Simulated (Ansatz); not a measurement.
A relaxation computed with Ansatz, from input to last step.

```yaml
crystal:
  lattice:
    - [4.3450466606, 0.0, 0.0]
    - [0.0, 4.3450466606, 0.0]
    - [0.0, 0.0, 9.1186429551]
  atoms:
    - { symbol: Cs, position: [0.5, 0.0, 0.28] }
    - { symbol: Cs, position: [0.0, 0.5, 0.72] }
    - { symbol: As, position: [0.0, 0.0, 0.0] }
    - { symbol: As, position: [0.5, 0.5, 0.0] }
    - { symbol: As, position: [0.5, 0.0, 0.64] }
    - { symbol: As, position: [0.0, 0.5, 0.36] }
basis:
  ecutwfc: 420
kpoints:
  mp_grid: { grid: [4, 4, 2] }
hamiltonian:
  xc: pbe
scf:
  occupations: { method: gaussian, width: 0.1 }
  lower_state_search: "off"
output:
  forces: true
  stress: true
  eigenvalues: true
relax:
  adjacent_minimum: "off"
  f_tol: 0.04
  max_steps: 70
  cell: { stress_tol: 0.4 }
```

```bash
ansatz run input.yaml --threads 1 --pin off --max-ram 2560MiB --backend cpu --events-out ev --progress --plain --runs-dir out
```

Theory: DFT PBE, scalar-relativistic, plane waves, PAW (Ansatz).

Of 16 frames 10 are shown, positions in Å and forces in eV/Å; the SCF threshold varies from step to step. Steps run on the plane waves of an earlier cell, with a Pulay correction in the pressure. The basis is chosen afresh for the last frame, the zero of the energies, and at times for earlier ones too; energy and pressure step there, also at an unchanged geometry. Here that happened at step 12 (-44 meV/atom, 1.6 GPa); the frames before carry an error of that size.

```xyz
6
Lattice="4.3450 0.0000 0.0000 0.0000 4.3450 0.0000 0.0000 0.0000 9.1186" Properties=species:S:1:pos:R:3:forces:R:3 pbc="T T T" step=1 free_energy_over_end_meV_per_atom=1091.53 pressure_GPa=4.28
Cs    2.1725    0.0000    2.5532    0.0000    0.0000    0.2992
Cs    0.0000    2.1725    6.5654    0.0000    0.0000   -0.2992
As    0.0000    0.0000    0.0000    0.0000    0.0000    0.0000
As    2.1725    2.1725    0.0000    0.0000    0.0000    0.0000
As    2.1725    0.0000    5.8359    0.0000    0.0000   -0.2501
As    0.0000    2.1725    3.2827    0.0000    0.0000    0.2501
6
Lattice="4.5021 0.0000 0.0000 0.0000 4.5021 0.0000 0.0000 0.0000 9.9990" Properties=species:S:1:pos:R:3:forces:R:3 pbc="T T T" step=3 free_energy_over_end_meV_per_atom=968.11 pressure_GPa=-0.35
Cs    2.2511    0.0000    2.8471    0.0000    0.0000   -0.1876
Cs    0.0000    2.2511    7.1519    0.0000    0.0000    0.1876
As    0.0000    0.0000    0.0000    0.0000    0.0000    0.0000
As    2.2511    2.2511    0.0000    0.0000    0.0000    0.0000
As    2.2511    0.0000    6.1722    0.0000    0.0000   -0.9561
As    0.0000    2.2511    3.8267    0.0000    0.0000    0.9561
6
Lattice="4.4770 0.0000 0.0000 0.0000 4.4770 0.0000 0.0000 0.0000 10.4222" Properties=species:S:1:pos:R:3:forces:R:3 pbc="T T T" step=4 free_energy_over_end_meV_per_atom=848.31 pressure_GPa=-1.28
Cs    2.2385    0.0000    2.9229    0.0000    0.0000   -0.4919
Cs    0.0000    2.2385    7.4993    0.0000    0.0000    0.4919
As    0.0000    0.0000    0.0000    0.0000    0.0000    0.0000
As    2.2385    2.2385    0.0000    0.0000    0.0000    0.0000
As    2.2385    0.0000    6.2144    0.0000    0.0000   -1.4809
As    0.0000    2.2385    4.2078    0.0000    0.0000    1.4809
6
Lattice="4.3336 0.0000 0.0000 0.0000 4.3336 0.0000 0.0000 0.0000 11.0299" Properties=species:S:1:pos:R:3:forces:R:3 pbc="T T T" step=6 free_energy_over_end_meV_per_atom=472.13 pressure_GPa=-2.38
Cs    2.1668    0.0000    2.8890    0.0000    0.0000   -0.4903
Cs    0.0000    2.1668    8.1409    0.0000    0.0000    0.4903
As    0.0000    0.0000    0.0000    0.0000    0.0000    0.0000
As    2.1668    2.1668    0.0000    0.0000    0.0000    0.0000
As    2.1668    0.0000    6.1324    0.0000    0.0000   -0.9435
As    0.0000    2.1668    4.8975    0.0000    0.0000    0.9435
6
Lattice="3.9116 0.0000 0.0000 0.0000 3.9116 0.0000 0.0000 0.0000 11.8981" Properties=species:S:1:pos:R:3:forces:R:3 pbc="T T T" step=8 free_energy_over_end_meV_per_atom=94.77 pressure_GPa=-0.58
Cs    1.9558    0.0000    2.9509    0.0000    0.0000    0.1756
Cs    0.0000    1.9558    8.9472    0.0000    0.0000   -0.1756
As    0.0000    0.0000    0.0000    0.0000    0.0000    0.0000
As    1.9558    1.9558    0.0000    0.0000    0.0000    0.0000
As    1.9558    0.0000    6.3251    0.0000    0.0000    0.1843
As    0.0000    1.9558    5.5730    0.0000    0.0000   -0.1843
6
Lattice="3.7512 0.0000 0.0000 0.0000 3.7512 0.0000 0.0000 0.0000 12.3437" Properties=species:S:1:pos:R:3:forces:R:3 pbc="T T T" step=9 free_energy_over_end_meV_per_atom=69.56 pressure_GPa=0.71
Cs    1.8756    0.0000    3.1148    0.0000    0.0000   -0.0154
Cs    0.0000    1.8756    9.2288    0.0000    0.0000    0.0154
As    0.0000    0.0000    0.0000    0.0000    0.0000    0.0000
As    1.8756    1.8756    0.0000    0.0000    0.0000    0.0000
As    1.8756    0.0000    6.5714    0.0000    0.0000   -0.0720
As    0.0000    1.8756    5.7723    0.0000    0.0000    0.0720
6
Lattice="3.7986 0.0000 0.0000 0.0000 3.7986 0.0000 0.0000 0.0000 12.2289" Properties=species:S:1:pos:R:3:forces:R:3 pbc="T T T" step=11 free_energy_over_end_meV_per_atom=65.17 pressure_GPa=0.11
Cs    1.8993    0.0000    3.0791    0.0000    0.0000    0.0002
Cs    0.0000    1.8993    9.1498    0.0000    0.0000   -0.0002
As    0.0000    0.0000    0.0000    0.0000    0.0000    0.0000
As    1.8993    1.8993    0.0000    0.0000    0.0000    0.0000
As    1.8993    0.0000    6.5082    0.0000    0.0000   -0.0195
As    0.0000    1.8993    5.7206    0.0000    0.0000    0.0195
6
Lattice="3.8027 0.0000 0.0000 0.0000 3.8027 0.0000 0.0000 0.0000 12.6096" Properties=species:S:1:pos:R:3:forces:R:3 pbc="T T T" step=13 free_energy_over_end_meV_per_atom=3.46 pressure_GPa=0.57
Cs    1.9013    0.0000    3.1931    0.0000    0.0000   -0.0202
Cs    0.0000    1.9013    9.4165    0.0000    0.0000    0.0202
As    0.0000    0.0000    0.0000    0.0000    0.0000    0.0000
As    1.9013    1.9013    0.0000    0.0000    0.0000    0.0000
As    1.9013    0.0000    6.6977    0.0000    0.0000   -0.0497
As    0.0000    1.9013    5.9119    0.0000    0.0000    0.0497
6
Lattice="3.8085 0.0000 0.0000 0.0000 3.8085 0.0000 0.0000 0.0000 13.0462" Properties=species:S:1:pos:R:3:forces:R:3 pbc="T T T" step=14 free_energy_over_end_meV_per_atom=1.46 pressure_GPa=-0.43
Cs    1.9042    0.0000    3.3147    0.0000    0.0000    0.0076
Cs    0.0000    1.9042    9.7315    0.0000    0.0000   -0.0076
As    0.0000    0.0000    0.0000    0.0000    0.0000    0.0000
As    1.9042    1.9042    0.0000    0.0000    0.0000    0.0000
As    1.9042    0.0000    6.9103    0.0000    0.0000   -0.0166
As    0.0000    1.9042    6.1359    0.0000    0.0000    0.0166
6
Lattice="3.8025 0.0000 0.0000 0.0000 3.8025 0.0000 0.0000 0.0000 12.8912" Properties=species:S:1:pos:R:3:forces:R:3 pbc="T T T" step=16 free_energy_over_end_meV_per_atom=0.00 pressure_GPa=-0.01
Cs    1.9013    0.0000    3.2717    0.0000    0.0000   -0.0023
Cs    0.0000    1.9013    9.6195    0.0000    0.0000    0.0023
As    0.0000    0.0000    0.0000    0.0000    0.0000    0.0000
As    1.9013    1.9013    0.0000    0.0000    0.0000    0.0000
As    1.9013    0.0000    6.8300    0.0000    0.0000    0.0191
As    0.0000    1.9013    6.0613    0.0000    0.0000   -0.0191
```

The start puts this composition into another compound's structure type, which needn't suit it. At the end the space group is P4/nmm (tolerance 0.05 Å).

The run took 120 s on 1 thread of Arm Neoverse V2, on a shared host, peak memory 0.45 GiB.

The k mesh is coarse.